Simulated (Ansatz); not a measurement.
AlN:
```
CELL_PARAMETERS angstrom
      0.00000     2.18857     2.18857
      2.18857     0.00000     2.18857
      2.18857     2.18857     0.00000
ATOMIC_POSITIONS crystal
  Al 0.00000 0.00000 0.00000
  N  0.25000 0.25000 0.25000
```

Tensor components refer to the Cartesian frame of this cell.

**Question.** Give the high-frequency dielectric tensor and the Born effective charge tensors of the independent atoms from DFPT, DFT-PBEsol in the program Ansatz with PAW potentials.

**Answer.** 
ε∞:
```
4.65  0.00  0.00
0.00  4.65  0.00
0.00  0.00  4.65
```
Z* of atom 1 (Al), rows: field, columns: displacement, in e:
```
2.55  0.00  0.00
0.00  2.55  0.00
0.00  0.00  2.55
```
Z* of atom 2 (N), rows: field, columns: displacement, in e:
```
-2.55   0.00   0.00
 0.00  -2.55   0.00
 0.00   0.00  -2.55
```

Space group F-43m (zinc blende). Symmetry was held in the PBEsol relaxation.

Potentials: the earlier of the program's two PAW sets. The files were generated under PBE; for other functionals the program regenerates the frozen cores, and for LDA and PBEsol the local potential too.
